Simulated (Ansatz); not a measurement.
ZnSi₂O in space group R3m (No. 160; Zn on 3a, O on 3a, Si on 3a, Si on 3a), DFT-r²SCAN in the program Ansatz with PAW potentials, all energies at zero smearing, with the estimated change up to a 700 eV cutoff added, with one set of potentials and settings (totals compare only within such a set). Cell of 4 atoms (1 Zn, 1 O, 2 Si): -5169.975 eV.

```csv
element,reference phase,E (eV/atom)
Zn,"P6_3/mmc, 2 atoms in the cell",-3325.6811
O,"C2/m, 4 atoms in the cell, spin-polarised",-566.0346
Si,"Fd-3m, 2 atoms in the cell",-639.0665
```

Formation energy per atom, worked out: (-5169.975 − 1×(-3325.6811) − 1×(-566.0346) − 2×(-639.0665))/4 = -0.032 eV/atom (-3 kJ per mol of atoms), at 0 K, without zero-point energy or fitted corrections.

The start of the workflow was typed in or built on a structure type; neither database checked (COD, Materials Project) lists it. Whether it is the stable phase at ambient conditions was not checked. The cell was relaxed with r²SCAN under the symmetry of its start; whether a distortion lowers the energy is not shown. The volume moved by 18 % from the start of the relaxation. The references are the lowest solids computed at this level, not always the standard phases (solids in place of the gases).

Potentials: the earlier of the program's two PAW sets. The files were generated under PBE; for other functionals the program regenerates the frozen cores, and for LDA and PBEsol the local potential too.
